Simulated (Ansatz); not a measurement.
BaS:
```yaml
crystal:
  lattice:
    - [0.00000, 3.21259, 3.21259]
    - [3.21259, 0.00000, 3.21259]
    - [3.21259, 3.21259, 0.00000]
  atoms:
    - { symbol: Ba, position: [0.00000, 0.00000, 0.00000] }
    - { symbol: S, position: [0.50000, 0.50000, 0.50000] }
```

Relaxed with r²SCAN. Special points in fractions of this cell's reciprocal vectors: Γ (0.000, 0.000, 0.000); X (0.500, 0.000, 0.500); U (0.625, 0.250, 0.625); K (0.375, 0.375, 0.750); L (0.500, 0.500, 0.500); W (0.500, 0.250, 0.750).

**Question.** List the band energies nearest the valence-band maximum at these points for r²SCAN (plane waves, PAW; program Ansatz).

**Answer.** In eV from the valence-band maximum; about four levels below and three above (degenerate sets whole), none deeper than 8.9 eV; points with the same levels are listed once.

```json
[
 {"k": "Γ", "below": "0.00 0.00 0.00", "above": "4.22 4.39 4.39 4.39"},
 {"k": "X", "below": "-0.47 -0.12 -0.12", "above": "2.58 6.55 6.70"},
 {"k": "U", "below": "-0.86 -0.54 -0.48", "above": "3.73 6.35 7.21 7.21"},
 {"k": "L", "below": "-1.80 -0.98 -0.98", "above": "5.94 6.05 6.88 6.88"},
 {"k": "W", "below": "-1.03 -0.43 -0.43", "above": "4.70 4.70 6.90"}
]
```

Space group Fm-3m (rock salt). Symmetry was held in the r²SCAN relaxation; phonons on a q-mesh show no instability. Spin–orbit coupling is left out wherever it is not named.

Potentials: the later of the program's two PAW sets.
